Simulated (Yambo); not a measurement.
Absorption of IrCl3 (space group C2/m, No. 12) with and without the electron-hole interaction (Yambo, PBEsol bands; 4×4×4 mesh, 20 valence and 7 conduction bands, static screening with 107 bands and a 3 Ry block, scissor 1.54 eV, Tamm-Dancoff; field along x). Axes are Cartesian, with cell vectors (Å) (3.03, -5.25, 0.00), (3.03, 5.25, 0.00), (-1.92, 0.00, 5.63).

```
E (eV)  Im ε, BSE  Im ε, independent quasiparticles
------  ---------  --------------------------------
1.20         0.11                              0.07
1.30         0.12                              0.07
1.40         0.13                              0.08
1.50         0.15                              0.08
1.60         0.16                              0.09
1.70         0.18                              0.09
1.80         0.20                              0.10
1.90         0.23                              0.11
2.00         0.27                              0.11
2.10         0.31                              0.12
2.20         0.38                              0.14
2.30         0.45                              0.15
2.40         0.56                              0.16
2.50         0.72                              0.18
2.60         0.99                              0.21
2.70         1.47                              0.24
2.80         2.41                              0.27
2.90         4.29                              0.32
3.00         6.54                              0.39
3.10         6.19                              0.49
3.20         5.08                              0.65
3.30         4.22                              0.93
3.40         3.77                              1.39
3.50         3.59                              2.12
3.60         3.69                              3.07
3.70         3.65                              3.91
3.80         3.15                              4.48
3.90         2.76                              4.61
4.00         2.52                              4.74
4.10         2.35                              4.74
4.20         2.17                              4.34
4.30         1.94                              3.86
4.40         1.75                              3.48
4.50         1.62                              3.22
4.60         1.68                              3.05
4.70         2.06                              2.85
4.80         2.87                              2.49
4.90         3.88                              2.07
5.00         4.87                              1.70
5.10         5.54                              1.51
5.20         6.16                              1.49
5.30         7.22                              1.68
5.40         8.30                              2.14
5.50         9.42                              2.91
5.60         8.48                              3.86
5.70         6.76                              4.55
5.80         5.73                              5.28
5.90         5.30                              6.18
6.00         5.30                              7.21
6.10         4.93                              7.92
6.20         4.79                              7.84
6.30         4.33                              7.15
6.40         3.88                              6.71
6.50         3.32                              6.86
6.60         2.82                              7.36
6.70         2.69                              7.61
6.80         2.71                              7.41
6.90         3.05                              6.75
7.00         3.27                              5.70
7.10         3.35                              4.68
7.20         3.16                              3.84
7.30         2.99                              3.34
7.40         2.77                              3.13
7.50         2.98                              3.16
7.60         3.22                              3.14
7.70         3.35                              3.13
7.80         3.02                              3.02
7.90         3.02                              3.04
8.00         3.08                              3.21
8.10         3.41                              3.33
```

The scissor comes from a G0W0 run whose convergence isn't established. Broadening 0.15 eV. The band window holds all transitions up to 8.8 eV. Fine structure above the onset can come from the mesh.

Without spin-orbit coupling, band edges of such heavy elements can be off by tenths of an eV.

Geometry relaxed with PBE+D3(BJ); primitive cell a = b = 6.065 Å, c = 5.949 Å, α = β = 99.28°, γ = 120.02°.

The structure is a Materials Project entry; no match was found in the copy of COD used, and its stability was not checked.
